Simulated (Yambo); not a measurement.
G0W0@PBEsol for Rb$_{2}$LiYF$_{6}$ (space group Fm-3m, No. 225) in Yambo. Reference settings: 2×2×2 Γ-centred k mesh, bands 2 to 312 and a 8 Ry block in the screening, 312 bands in G with the Bruneval-Gonze terminator, plasmon pole fitted at 27.2 eV. The PBEsol gap Γ → Γ on this mesh is 6.74 eV; G0W0 gaps are taken between the same points.

With and without the terminator, as bands are cut:

```tsv
bands in G (in W)	gap, terminator (eV)	gap, none (eV)	valence shift, terminator (eV)	valence shift, none (eV)
119 (312)	10.311	10.053	-2.342	-1.801
202 (312)	10.283	10.104	-2.335	-2.010
312 (312)	10.276	10.167	-2.332	-2.145
```

Over this range the gap spans 0.035 eV with the terminator and 0.114 eV without, the valence shift 0.010 eV and 0.344 eV. Neither column has reached its limit for certain.

Geometry of the Materials Project entry, not relaxed at this level; primitive cell a = 6.1612 Å, b = 6.1612 Å, c = 6.1612 Å, α = 60.00°, β = 60.00°, γ = 60.00°.

The structure is a Materials Project entry; no match was found in the copy of COD used, and its stability was not checked.

A shift is the quasiparticle energy of the state minus its PBEsol energy.
